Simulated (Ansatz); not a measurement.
Space group Pm-3m (No. 221). a = 4.255 Å, b = 4.255 Å, c = 4.255 Å, α = 90.00°, β = 90.00°, γ = 90.00°
| atom | site | symmetry | x | y | z |
| --- | --- | --- | --- | --- | --- |
| Ti | 1a | m-3m | 0.0000 | 0.0000 | 0.0000 |
| Ti | 3c | 4/mm.m | 0.5000 | 0.0000 | 0.5000 |
| N | 3d | 4/mm.m | 0.0000 | 0.5000 | 0.0000 |
| O | 1b | m-3m | 0.5000 | 0.5000 | 0.5000 |

Equation of state of this Ti₄N₃O structure (not necessarily the ground state), with shape and atoms relaxed at each volume where symmetry leaves them free. It has no gap at any of these volumes. Theory: DFT PBE, scalar-relativistic, plane waves, PAW (Ansatz).

Settings: cutoff 420 eV, Γ-centred mesh 10×10×10 on the computed 8-atom cell, Gaussian smearing of 0.10 eV; no spin polarisation.

| V (Å³/atom) | E − E(largest V) (meV/atom) | P (GPa) |
| --- | --- | --- |
| 8.471 | 75.33 | 44.24 |
| 8.760 | 8.47 | 30.38 |
| 9.049 | -35.31 | 18.60 |
| 9.337 | -59.48 | 8.56 |
| 9.626 | -66.93 | 0.01 |
| 9.915 | -60.12 | -7.29 |
| 10.204 | -41.17 | -13.51 |
| 10.589 | 0.00 | -20.41 |

Problem. Fit a third-order Birch–Murnaghan equation, E = E0 + (9V0B0/16)·[(x − 1)³B0' + (x − 1)²(6 − 4x)] with x = (V0/V)^(2/3), to E(V).

Solution. V0 = 9.63 Å³/atom, B0 = 263 GPa, B0' = 4.3.

Spin polarisation was left out, and a magnetic state may lie lower.

The cell was found from a structure generator's guess, not taken from experiment.
